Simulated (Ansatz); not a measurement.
Values for one crystal, relaxed and computed with PBE in the plane-wave PAW code Ansatz; other levels are named.

| Quantity | Value |
|---|---|
| Volume per atom | 22.06 Å³ |
| Band gap | 0.16 eV (indirect) |
| Young's modulus | 99.1 GPa |
| Formation energy from the elements (no fitted shifts) | -0.27 eV/atom |
| Debye temperature from the elastic constants | 436 K |
| Hole effective mass with spin–orbit coupling, band 2 of 2 at the edge | 0.090 along [100], 0.080 along [110], 0.077 along [111] (mₑ) |
| Highest zone-centre frequency (without LO–TO term) | 249 cm⁻¹ |

### Question
Which of these materials gives this?
A. NaI, rock salt
B. CaSe, rock salt
C. Mg2Ge, anti-fluorite
D. MgSe, rock salt

### Answer
C, Mg2Ge, anti-fluorite

Space group Fm-3m (anti-fluorite). Symmetry was held in the PBE relaxation; of distortions, only those at the zone centre were tested. The references are the lowest solids computed at this level, not always the standard phases. Scalar-relativistic: spin–orbit coupling is off unless named, which matters more the heavier the elements.

Potentials: the later of the program's two PAW sets.
